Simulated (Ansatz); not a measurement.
Relaxation of a generated cell, VSi2 placed in the Al2Cu structure type; 6 atoms in the cell, which starts as I4/mcm (No. 140), tI12; a = b = 6.215 Å, c = 5.001 Å, α = β = γ = 90.00°. The numbers are results of PBEsol (plane waves to 420 eV, PAW, scalar-relativistic; Ansatz, a program for electronic structure), not measurements. Γ-centred k-mesh 6×6×6 on the run's cell (coarser than for final values), Fermi–Dirac smearing 0.05 eV. This is the first round of the run. Spin-polarised start, with parallel moments on V.

The optimiser's lines from the output (shortened; P is positive under compression):

```
relax step   1: F+E_penalty+E_count = -8257.08570150 eV  Δ(F+E_penalty+E_count) = +0.000e0 eV  max|allowed force component| = 5.168e-2 eV/Å  Δτ_max = 0.0000 Å  P = -16.648 GPa  Ω = 96.596 Å³  (14 SCF iters, dr2 threshold 1.00e-7 eV, accepted)
relax step   2: F+E_penalty+E_count = -8257.85718140 eV  Δ(F+E_penalty+E_count) = -7.715e-1 eV  max|allowed force component| = 5.795e-3 eV/Å  Δτ_max = 0.0242 Å  P = -0.217 GPa  Ω = 83.633 Å³  (9 SCF iters, dr2 threshold 6.00e-7 eV, accepted)
relax step   3: F+E_penalty+E_count = -8257.86113095 eV  Δ(F+E_penalty+E_count) = -3.950e-3 eV  max|allowed force component| = 9.533e-3 eV/Å  Δτ_max = 0.0022 Å  P = +0.035 GPa  Ω = 83.457 Å³  (7 SCF iters, dr2 threshold 6.00e-7 eV, accepted)
relax step   4: F+E_penalty+E_count = -8257.86125190 eV  Δ(F+E_penalty+E_count) = -1.209e-4 eV  max|allowed force component| = 3.967e-3 eV/Å  Δτ_max = 0.0017 Å  P = +0.001 GPa  Ω = 83.461 Å³  (7 SCF iters, dr2 threshold 3.67e-8 eV, accepted)
relax step   5: F+E_penalty+E_count = -8257.85907519 eV  Δ(F+E_penalty+E_count) = +2.177e-3 eV  max|allowed force component| = 4.169e-3 eV/Å  Δτ_max = 0.0000 Å  P = -0.017 GPa  Ω = 83.461 Å³  stress off target by 2.27e-2 GPa  SCF on the basis re-selected at this cell (its energy is not comparable with the rows above)  (10 SCF iters)
relax step   6: F+E_penalty+E_count = -8257.85909102 eV  Δ(F+E_penalty+E_count) = -1.584e-5 eV  max|allowed force component| = 2.206e-4 eV/Å  Δτ_max = 0.0010 Å  P = -0.002 GPa  Ω = 83.449 Å³  (7 SCF iters, dr2 threshold 1.29e-9 eV, accepted)
relax step   7: F+E_penalty+E_count = -8257.85908579 eV  Δ(F+E_penalty+E_count) = +5.228e-6 eV  max|allowed force component| = 2.172e-4 eV/Å  Δτ_max = 0.0000 Å  P = -0.002 GPa  Ω = 83.449 Å³  stress off target by 2.93e-3 GPa  SCF on the basis re-selected at this cell (its energy is not comparable with the rows above)  (5 SCF iters)
```

From the first to the last row the energy changes by -0.13 eV/atom and the volume by -13.6 %. The last row is marked as not comparable with the walk above it, whose basis was carried along; it does compare with step 1, since both stand on a basis selected at the nominal cutoff for their own cell.

Later rounds, restarted from the end of this one on a renewed k-mesh, logged 4 more steps and released under 0.01 eV/atom more. The final structure after all rounds: I4/mcm (No. 140), tI12, AFLOW prototype A2B_tI12_140_h_a (C16, as in Al2Cu); a = b = 5.925 Å, c = 4.757 Å, α = β = γ = 90.00°. Between re-selections the logged energies stand on a plane-wave basis carried along with the cell. No spin polarisation in the result: the starting moments vanished.

The run could not lose the symmetry of its start, so the end can be a saddle point.

The relaxed structure here is a generated cell of VSi2: the first start was made by placing the elements on the sites of a structure type, and the end was not matched to a known phase here, so it may be hypothetical.
